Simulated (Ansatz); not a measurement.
BP:
```cif
data_B3P3
_chemical_formula_sum 'B3 P3'
_space_group_name_H-M_alt 'P 1'
_space_group_IT_number 1
_cell_length_a 3.24694
_cell_length_b 3.24694
_cell_length_c 6.92381
_cell_angle_alpha 90.000
_cell_angle_beta 90.000
_cell_angle_gamma 120.000
loop_
_space_group_symop_operation_xyz
  'x, y, z'
loop_
_atom_site_label
_atom_site_type_symbol
_atom_site_fract_x
_atom_site_fract_y
_atom_site_fract_z
_atom_site_occupancy
B1 B 0.50000 0.00000 0.50000 1
B2 B 0.00000 0.50000 0.16667 1
B3 B 0.50000 0.50000 0.83333 1
P1 P 0.50000 0.00000 0.00000 1
P2 P 0.00000 0.50000 0.66667 1
P3 P 0.50000 0.50000 0.33333 1
```

Relaxed with PBE+D3(BJ).

### Question
Which orbitals make up the states near the Fermi level in DFT-PBE+D3(BJ) in the program Ansatz with PAW potentials?

### Answer
Within 0.5 eV of the Fermi level: B 2p 48 %, P 3p 38 %, outside the projected shells 11 %. Projections are on Löwdin-orthogonalised atomic valence shells; empty p or d shells of many metals are not among them.

### Question
Tabulate the density of states.

### Answer
States/eV per cell of 6 atoms, in 0.25 eV bins, energy from the Fermi level.

| E (eV) | total | P 3p | B 2p | B 2s |
|---|---|---|---|---|
| -7.85 | 1.49 | 0.71 | 0.40 | 0.24 |
| -7.60 | 1.58 | 0.75 | 0.42 | 0.26 |
| -7.35 | 1.73 | 0.81 | 0.46 | 0.29 |
| -7.10 | 1.83 | 0.86 | 0.50 | 0.29 |
| -6.85 | 1.79 | 0.84 | 0.53 | 0.24 |
| -6.60 | 1.60 | 0.75 | 0.51 | 0.19 |
| -6.35 | 1.84 | 0.87 | 0.60 | 0.22 |
| -6.10 | 1.98 | 0.93 | 0.65 | 0.23 |
| -5.85 | 1.79 | 0.84 | 0.60 | 0.20 |
| -5.60 | 1.84 | 0.86 | 0.64 | 0.20 |
| -5.35 | 2.04 | 0.97 | 0.73 | 0.20 |
| -5.10 | 2.20 | 1.04 | 0.81 | 0.19 |
| -4.85 | 2.40 | 1.15 | 0.91 | 0.19 |
| -4.60 | 2.30 | 1.10 | 0.89 | 0.17 |
| -4.35 | 2.21 | 1.06 | 0.87 | 0.16 |
| -4.10 | 2.45 | 1.18 | 0.97 | 0.16 |
| -3.85 | 2.64 | 1.28 | 1.06 | 0.17 |
| -3.60 | 2.38 | 1.14 | 0.98 | 0.14 |
| -3.35 | 2.74 | 1.32 | 1.14 | 0.14 |
| -3.10 | 2.97 | 1.45 | 1.24 | 0.14 |
| -2.85 | 2.57 | 1.27 | 1.07 | 0.12 |
| -2.60 | 2.98 | 1.47 | 1.25 | 0.13 |
| -2.35 | 2.83 | 1.37 | 1.23 | 0.12 |
| -2.10 | 3.19 | 1.51 | 1.45 | 0.11 |
| -1.85 | 2.75 | 1.30 | 1.25 | 0.08 |
| -1.60 | 1.69 | 0.78 | 0.80 | 0.04 |
| -1.35 | 0.86 | 0.41 | 0.41 | 0.01 |
| -1.10 | 0.47 | 0.21 | 0.23 | 0.01 |
| -0.85 | 0.24 | 0.10 | 0.12 | 0.00 |
| -0.60 | 0.12 | 0.05 | 0.06 | 0.00 |
| -0.35 | 0.08 | 0.03 | 0.04 | 0.00 |
| -0.10 | 0.04 | 0.02 | 0.02 | 0.00 |
| 0.15 | 0.05 | 0.02 | 0.02 | 0.00 |
| 0.40 | 0.14 | 0.05 | 0.06 | 0.00 |
| 0.65 | 0.27 | 0.09 | 0.12 | 0.01 |
| 0.90 | 0.57 | 0.19 | 0.24 | 0.04 |
| 1.15 | 0.97 | 0.30 | 0.37 | 0.09 |
| 1.40 | 1.58 | 0.44 | 0.57 | 0.20 |
| 1.65 | 3.03 | 0.80 | 1.05 | 0.45 |
| 1.90 | 2.98 | 0.82 | 1.01 | 0.42 |
| 2.15 | 2.67 | 0.74 | 0.93 | 0.33 |
| 2.40 | 2.68 | 0.68 | 0.97 | 0.31 |
| 2.65 | 2.54 | 0.60 | 0.90 | 0.29 |
| 2.90 | 2.84 | 0.67 | 0.98 | 0.32 |
| 3.15 | 2.65 | 0.68 | 0.88 | 0.31 |
| 3.40 | 3.14 | 0.84 | 1.01 | 0.39 |
| 3.65 | 2.49 | 0.67 | 0.80 | 0.30 |
| 3.90 | 2.48 | 0.65 | 0.78 | 0.29 |
| 4.15 | 2.57 | 0.66 | 0.81 | 0.32 |
| 4.40 | 2.75 | 0.67 | 0.83 | 0.37 |
| 4.65 | 2.07 | 0.55 | 0.57 | 0.29 |

Space group P6_222. The start of the workflow was typed in or built on a structure type; neither database checked (COD, Materials Project) lists it. It is not the phase usual at ambient conditions (space group No. 216). The cell was relaxed with PBE+D3(BJ) under the symmetry of its start; its stability against distortions is not shown here.

Potentials: the earlier of the program's two PAW sets.
